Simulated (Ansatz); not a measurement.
Pb:
```xyz
1
Lattice="0.0000 2.5205 2.5205 2.5205 0.0000 2.5205 2.5205 2.5205 0.0000" Properties=species:S:1:pos:R:3 pbc="T T T"
Pb     0.0000     0.0000     0.0000
```

Relaxed with PBE. Special points in fractions of this cell's reciprocal vectors: Γ (0.000, 0.000, 0.000); X (0.500, 0.000, 0.500); U (0.625, 0.250, 0.625); K (0.375, 0.375, 0.750); L (0.500, 0.500, 0.500); W (0.500, 0.250, 0.750).

List the band energies nearest the Fermi level at these points for plane-wave PAW PBE (Ansatz code).

In eV from the Fermi level; about four levels below and three above (degenerate sets whole), none deeper than 8.9 eV; … stands for higher levels left out; points with the same levels are listed once.

| k | below | above |
|---|---|---|
| Γ | – | 6.99 6.99 6.99 |
| X | -6.79 -3.07 | 1.98 1.98 … |
| U | -6.86 -2.14 -1.13 | 2.85 … |
| L | -8.08 -3.95 | 5.28 5.28 … |
| W | -6.69 -1.28 -1.28 | 0.30 … |

Space group Fm-3m (fcc (Cu type)). The PBE relaxation kept the symmetry of its start. Spin–orbit coupling is left out wherever it is not named.

Potentials: the later of the program's two PAW sets.
